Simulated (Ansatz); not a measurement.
Here is the system:

NaIn in space group Fd-3m (No. 227; In on 8a, Na on 8b), a = b = c = 7.312 Å, α = β = γ = 90.00°; the cell used has 4 atoms.

This is the PBEsol-relaxed structure.

**Question.** All from plane-wave PAW PBEsol (Ansatz code), unless another level is named. Give the bulk modulus (Birch–Murnaghan fit).

**Answer.** 26.4 GPa.

**Question.** And the elastic constants (relaxed ions, GPa)?

**Answer.** C11 = 34.9, C12 = 21.8, C44 = 21.6.

The workflow started from an entry of the Crystallography Open Database (COD). Its standing as an ambient phase is unchecked. Symmetry was held in the PBEsol relaxation; whether a distortion lowers the energy is not shown. As this level gives no gap, shear constants depend on the k-mesh and smearing (Fermi–Dirac, 0.1 eV here).

Potentials: the later of the program's two PAW sets.
